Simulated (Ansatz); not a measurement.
Equation of state of ZrHg from a dense series

```
CELL_PARAMETERS angstrom
3.14700 0.00000 0.00000
0.00000 3.14700 0.00000
0.00000 0.00000 4.17000
ATOMIC_POSITIONS crystal
Zr 0.50000 0.50000 0.50000
Hg 0.00000 0.00000 0.00000
```

Atom numbers follow the list: Zr1, Hg2.

Conventional cell: a = 3.147 Å, b = 3.147 Å, c = 4.170 Å, α = 90.00°, β = 90.00°, γ = 90.00°. Zr (atom 1) has 8 Hg at 3.05 Å and 4 Zr at 3.15 Å as nearest neighbours. Hg (atom 2) has 8 Zr at 3.05 Å and 4 Hg at 3.15 Å as nearest neighbours.

The cell is COD entry 1522699, as deposited and not checked against the literature; nothing was relaxed.

Spin–orbit coupling is left out, though it moves levels of the heavy atoms by tenths of an eV or more.

Computed with DFT, PBEsol, all-electron LAPW, scalar-relativistic in Ansatz 0.2.0.

Settings: a Γ-centred 13×13×10 k mesh, Fermi–Dirac smearing of 0.03 eV, basis error target 0.5 meV/atom, no spin polarisation.

The cell is scaled evenly. Fractional coordinates are held (clamped ions).

```
V (Å³/atom)  P (GPa)
     19.823     4.53
     20.236     1.80
     20.443     0.55
     20.649    -0.63
     20.856    -1.74
     21.062    -2.80
     21.475    -4.73
     21.888    -6.46
```

**Question.** Fit a third-order Birch–Murnaghan curve to the pressures.

**Answer.** P = (3B0/2)(y^(7/2) − y^(5/2))[1 + (3/4)(B0′ − 4)(y − 1)] with y = (V0/V)^(2/3) fits within 0.01 GPa for V0 = 20.538 Å³/atom, B0 = 117.7 GPa and B0′ = 4.69.

**Question.** Predict the pressure at the withheld volume, 19.410 Å³/atom.

**Answer.** There y = 1.0384, so the fit gives 7.59 GPa; the run gave 7.57 GPa.
